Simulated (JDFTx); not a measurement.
Input for JDFTx (a modified build): imidazolium, C3H5N2 (SMILES c1c[nH+]c[nH]1), charge +1, multiplicity 1, linear PCM (GLSSA13), ethylene carbonate, 0.5 M NaCl; lengths in bohr, energies in hartree. JDFTx counts charge in electrons: elec-initial-charge is the number of excess electrons. This linear run has a cavity as tight as the nonlinear model's, a pairing that the parameters may not suit. The run starts from orbitals saved by an earlier run of the same system.

```
lattice \
  21.7318504332 0.0000000000 0.0000000000 \
  0.0000000000 22.2042819644 0.0000000000 \
  0.0000000000 0.0000000000 14.6453774658
coords-type Cartesian
ion C 2.2094096661 1.2559204021 0.0000237796 0
ion C 2.1835918478 -1.3182951254 -0.0000472635 0
ion N -0.2879989117 -2.0373614376 0.0000419044 0
ion C -1.7400349863 0.0085279908 -0.0000250861 0
ion N -0.2470252350 2.0248254810 -0.0000058469 0
ion H 3.7693962478 2.5466678979 0.0000507878 0
ion H 3.7171401743 -2.6402610614 -0.0000799108 0
ion H -0.9097781731 -3.8471920793 0.0000799108 0
ion H -3.7693962478 0.0289962122 -0.0000486324 0
ion H -0.8311408261 3.8471920793 -0.0000067591 0
ion-species pseudo/c_pbe_v1.2.upf
ion-species pseudo/n_pbe_v1.2.upf
ion-species pseudo/h_pbe_v1.4.upf
elec-cutoff 20 100
elec-ex-corr gga-PBE
symmetries none
elec-n-bands 13
elec-initial-charge -1
electronic-minimize nIterations 150 energyDiffThreshold 1e-7
fluid LinearPCM
pcm-variant GLSSA13
fluid-solvent EC
fluid-cation Na+ 0.5
fluid-anion Cl- 0.5
fluid-minimize nIterations 400 knormThreshold 1e-11
wavefunction read s0.wfns 16
dump-name s4.$VAR
dump End State Ecomponents EigStats BandEigs Forces ElecDensity IonicPositions FluidDebug
```

The log closes as follows.

```
[...]
ElecMinimize: Iter:  12  Etot: -39.963206718314694  |grad|_K:  4.126e-07  alpha:  7.527e-01  linmin: -4.069e-02
ElecMinimize: Iter:  13  Etot: -39.963206785048243  |grad|_K:  3.634e-07  alpha:  9.296e-01  linmin: -4.461e-02
ElecMinimize: Iter:  14  Etot: -39.963206793066206  |grad|_K:  3.131e-07  alpha:  4.121e-01  linmin:  8.618e-02
ElecMinimize: Converged (|Delta Etot|<1.000000e-07 for 2 iters).

# Ionic positions in cartesian coordinates:
ion C   2.209409666100000   1.255920402100000   0.000023779600000 0
ion C   2.183591847800000  -1.318295125400000  -0.000047263500000 0
ion C  -1.740034986300000   0.008527990800000  -0.000025086100000 0
ion N  -0.287998911700000  -2.037361437600000   0.000041904400000 0
ion N  -0.247025235000000   2.024825481000000  -0.000005846900000 0
ion H   3.769396247800000   2.546667897900000   0.000050787800000 0
ion H   3.717140174299999  -2.640261061400000  -0.000079910800000 0
ion H  -0.909778173100000  -3.847192079300000   0.000079910800000 0
ion H  -3.769396247800000   0.028996212200000  -0.000048632400000 0
ion H  -0.831140826100000   3.847192079300000  -0.000006759100000 0

# Forces in Cartesian coordinates:
force C   0.004648028422149  -0.001774424197660  -0.000008374356966 0
force C   0.004550183411653   0.001759836591318   0.000008180469566 0
force C  -0.000671884500209   0.000035664566917   0.000003583974878 0
force N   0.006612059991501   0.019302207395572   0.000004141760156 0
force N   0.006212616506012  -0.019118581116946   0.000014535603273 0
force H   0.010251566748863   0.010314457649770  -0.000003245644117 0
force H   0.010062945375987  -0.010522273367145   0.000002855180769 0
force H  -0.014782721845420  -0.042091699545771  -0.000001511522820 0
force H  -0.012911130397443   0.000120051449925   0.000001445710171 0
force H  -0.013886112881074   0.042201051784101   0.000001771256854 0

# Energy components:
   A_diel =       -0.1408233049444741
   Eewald =       41.8899482353655159
       EH =       70.3631387225642868
     Eloc =     -168.6412377145934727
      Enl =        5.4768753292808086
      Exc =      -12.3865560872890033
 Exc_core =        0.2782649403548242
       KE =       23.1933922994800845
  MuShift =        0.0037907867152283
-------------------------------------
     Etot =      -39.9632067930662060


	eMin: -0.941258 at state 0 ( [ +0.000000 +0.000000 +0.000000 ] spin 0 )
	HOMO: -0.205385 at state 0 ( [ +0.000000 +0.000000 +0.000000 ] spin 0 )
```

The run took 15 electronic cycles (a count that differs between repeats, as do the digits past 10⁻⁶ Ha); the highest occupied level lies at -5.59 eV from the bulk liquid; the total lies -4.56 eV from the vacuum run at this geometry.
